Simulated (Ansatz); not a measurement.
Cs:
```yaml
crystal:
  lattice:
    - [-2.41913, 2.41913, 8.74564]
    - [2.41913, -2.41913, 8.74564]
    - [2.41913, 2.41913, -8.74564]
  atoms:
    - { symbol: Cs, position: [0.25000, 0.75000, 0.50000] }
    - { symbol: Cs, position: [0.50000, 0.50000, 0.00000] }
```

Relaxed with LDA. Special points in fractions of this cell's reciprocal vectors: Γ (0.000, 0.000, 0.000); X (0.000, 0.000, 0.500); P (0.250, 0.250, 0.250); N (0.000, 0.500, 0.000); M (0.500, 0.500, -0.500); S (0.269, 0.731, -0.269); S0 (-0.269, 0.269, 0.269); R (-0.038, 0.038, 0.500); G (0.500, 0.500, -0.038).

Question: List the band energies nearest the Fermi level at these points for LDA in the plane-wave PAW code Ansatz.

Answer: In eV from the Fermi level; about four levels below and three above (degenerate sets whole), none deeper than 8.9 eV; points with the same levels are listed once.

```
k        below                above
-  -----------  -------------------
Γ  -1.82 -0.14       0.86 1.46 1.47
X            –  0.39 0.39 1.24 1.24
P            –  0.41 0.41 1.13 1.13
N        -0.18       0.32 0.46 1.22
M  -1.16 -1.16  1.15 1.15 1.91 1.91
S        -0.15       0.21 0.47 1.20
R            –  0.40 0.40 1.22 1.22
```

Space group I4_1/amd. The first step of the workflow began from a Materials Project structure, measured or hypothetical; the Crystallography Open Database copy checked does not list it. It is not the phase usual at ambient conditions (space group No. 229). The cell was relaxed with LDA under the symmetry of its start; of distortions, only those at the zone centre were tested. Scalar-relativistic: spin–orbit coupling is off unless named, which matters more the heavier the elements.

Potentials: the later of the program's two PAW sets.
